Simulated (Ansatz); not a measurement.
**Nuclear-site quantities of TiPd₃ as the cell is scaled**

```
Ti Pd
1.0
     3.82000    0.00000    0.00000
     0.00000    3.82000    0.00000
     0.00000    0.00000    3.82000
Ti Pd
1 3
Direct
  0.00000 0.00000 0.00000
  0.00000 0.50000 0.50000
  0.50000 0.00000 0.50000
  0.50000 0.50000 0.00000
```

Atom numbers follow the list: Ti1, Pd2, Pd3, Pd4.

The cell is COD entry 1522883, as deposited and not checked against the literature; nothing was relaxed.

Spin polarisation is left out, and whether a magnetic state lies lower isn't shown here.

These are results of DFT, LDA, all-electron PAW with datasets made for the crystal, scalar-relativistic (Ansatz 0.2.0), not measurements.

Sampling and basis: a Γ-centred 11×11×11 k mesh, Fermi–Dirac smearing of 0.05 eV, cutoff 300 eV (chosen by the program for this cell), no spin polarisation.

The contact density is the mean electron density over the nuclear volume; its changes follow the s electrons' response to bonding and compression. Changes below are taken from the unscaled cell, where it is 56473 e/Å³ at Ti1, 862111 e/Å³ at Pd2.

Volumes at which the program chose other datasets or cutoffs are left out.

| V/V(cell) | P (GPa) | Δρ(0) Ti1 (e/Å³) | Δρ(0) Pd2 (e/Å³) |
| --- | --- | --- | --- |
| 0.9400 | 19.5 | 0.81 | ? |
| 0.9600 | 13.1 | 0.53 | ? |
| 0.9800 | 7.4 | 0.26 | ? |
| 1.0000 | 2.3 | 0.00 | 0.00 |

**Question.** Give the missing entry: row "0.9800", column "Δρ(0) Pd2 (e/Å³)".

**Answer.** 2.04.

**Question.** Fill in "Δρ(0) Pd2 (e/Å³)" for the row "0.9600".

**Answer.** 4.15.

**Question.** What belongs in the row "0.9400", column "Δρ(0) Pd2 (e/Å³)"?

**Answer.** 6.32.

The datasets are made afresh for each cell, so very small changes are uncertain.
